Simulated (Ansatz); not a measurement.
LiF:
```
LiF
1.0
    0.00000     2.15588     2.15588
    2.15588     0.00000     2.15588
    2.15588     2.15588     0.00000
F Li
1 1
Direct
  0.25000   0.25000   0.25000
  0.00000   0.00000   0.00000
```

This is the PBEsol-relaxed structure. x, y and z are the axes in which the lattice vectors are written.

**Question.** All from the program Ansatz at the PBEsol level (PAW), unless another level is named. Give the vibrational entropy at 300 K.

**Answer.** 18.5 J/(K·mol of atoms).

**Question.** Next, the Young's modulus?

**Answer.** 53.3 GPa.

**Question.** And the piezoelectric stress constants (proper, relaxed ions, C/m²)?

**Answer.** e14 = e25 = e36 = 0.49.

Space group F-43m (zinc blende). The start of the workflow was typed in or built on a structure type; neither database checked (COD, Materials Project) lists it. It is not the phase usual at ambient conditions (space group No. 225). The PBEsol relaxation kept the symmetry of its start; phonons on a q-mesh show no instability.

Potentials: the later of the program's two PAW sets.
